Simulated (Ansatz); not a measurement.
# MgS: from a first guess to the relaxed rocksalt type

First guess:

```yaml
crystal:
  lattice:
    - [0.00000, 2.44459, 2.44459]
    - [2.44459, 0.00000, 2.44459]
    - [2.44459, 2.44459, 0.00000]
  atoms:
    - { symbol: Mg, position: [0.00000, 0.00000, 0.00000] }
    - { symbol: S, position: [0.50000, 0.50000, 0.50000] }
```

Method: Ansatz 0.2.0, DFT, PBE, PAW with Ansatz's default frozen-core files, scalar-relativistic.

Cell and atoms relax within the symmetry of the start on a 14×14×14 k mesh with 0.03 eV Fermi–Dirac smearing.

The start is built from a prototype, known or not as a phase of this compound; the cutoff is 420 eV.

What is the pressure of the first guess?

22.5 GPa.

What does it relax to?

a = 5.229 Å, b = 5.229 Å, c = 5.229 Å, α = 90.00°, β = 90.00°, γ = 90.00° (conventional cell), 17.87 Å³ per atom:
```
CELL_PARAMETERS angstrom
0.00000 2.61444 2.61444
2.61444 0.00000 2.61444
2.61444 2.61444 0.00000
ATOMIC_POSITIONS crystal
Mg 0.00000 0.00000 0.00000
S 0.50000 0.50000 0.50000
```

How much energy does the relaxation release?

194 meV/atom.
